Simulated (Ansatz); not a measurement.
TiIn2:
```
CELL_PARAMETERS angstrom
      0.00000     4.58799     4.92630
      2.80363     0.00000     4.92630
      2.80363     4.58799     0.00000
ATOMIC_POSITIONS crystal
  In 0.07341 0.42659 0.07341
  In 0.42659 0.07341 0.42659
  In 0.17659 0.82341 0.17659
  In 0.82341 0.17659 0.82341
  Ti 0.75000 0.75000 0.75000
  Ti 0.50000 0.50000 0.50000
```

Relaxed with r²SCAN. Special points in fractions of this cell's reciprocal vectors: Γ (0.000, 0.000, 0.000); Y (0.500, 0.000, 0.500); T (1.000, 0.500, 0.500); Z (0.500, 0.500, 0.000); Σ0 (0.000, 0.424, 0.424); U0 (1.000, 0.576, 0.576); C0 (0.500, 0.238, 0.738); A0 (0.500, 0.762, 0.262); L (0.500, 0.500, 0.500).

Problem. List the band energies nearest the Fermi level at these points for r²SCAN in the plane-wave PAW code Ansatz.

Solution. In eV from the Fermi level; about four levels below and three above (degenerate sets whole), none deeper than 8.9 eV; points with the same levels are listed once.

| k | below | above |
|---|---|---|
| Γ | -0.51 -0.48 -0.38 -0.37 | 0.46 1.36 2.63 |
| Y | -1.11 -1.11 -0.96 -0.96 | 0.19 0.19 1.23 1.23 |
| T | -0.23 -0.23 -0.23 -0.23 | 0.39 0.39 1.16 1.16 |
| Z | -0.36 -0.36 -0.18 -0.18 | 1.17 1.17 2.76 2.76 |
| Σ0 | -4.24 -2.23 -1.08 -0.63 | 0.07 0.13 0.38 |
| C0 | -0.67 -0.67 -0.32 -0.32 | 0.08 0.08 1.36 1.36 |
| L | -0.86 -0.66 -0.39 -0.18 | 0.36 0.74 1.25 |

Space group Fddd. The start of the workflow was typed in or built on a structure type; neither database checked (COD, Materials Project) lists it. Whether it is the stable phase at ambient conditions was not checked. The r²SCAN relaxation kept the symmetry of its start; its stability against distortions is not shown here. No spin polarisation was allowed. Spin–orbit coupling is left out wherever it is not named.

Potentials: the earlier of the program's two PAW sets. The files were generated under PBE; for other functionals the program regenerates the frozen cores, and for LDA and PBEsol the local potential too.
